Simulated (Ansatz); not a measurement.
Given:

HfC in space group Pm-3m (No. 221; Hf on 3c, C on 3d), a = b = c = 4.516 Å, α = β = γ = 90.00°.

This is the PBEsol-relaxed structure.

Problem. All from PBEsol in the plane-wave PAW code Ansatz, unless another level is named. Give the electronic character.

Solution. metallic (no gap).

Problem. What about the density of states at the Fermi level?

Solution. 0.90 states/eV per atom (mean over ±0.08 eV).

Problem. Predict the formation energy from the elements (no fitted shifts).

Solution. 0.54 eV/atom.

Problem. Predict the gap with spin–orbit coupling.

Solution. none (metallic).

The start of the workflow was typed in or built on a structure type; neither database checked (COD, Materials Project) lists it. It is not the phase usual at ambient conditions (space group No. 225). The cell was relaxed with PBEsol under the symmetry of its start; whether a distortion lowers the energy is not shown. The run is not spin-polarised. Its formation energy is positive at this level, so the cell may be metastable or incomplete. The references are the lowest solids computed at this level, not always the standard phases. Scalar-relativistic: spin–orbit coupling is off unless named, which matters more the heavier the elements.

Potentials: the earlier of the program's two PAW sets. The files were generated under PBE; for other functionals the program regenerates the frozen cores, and for LDA and PBEsol the local potential too.
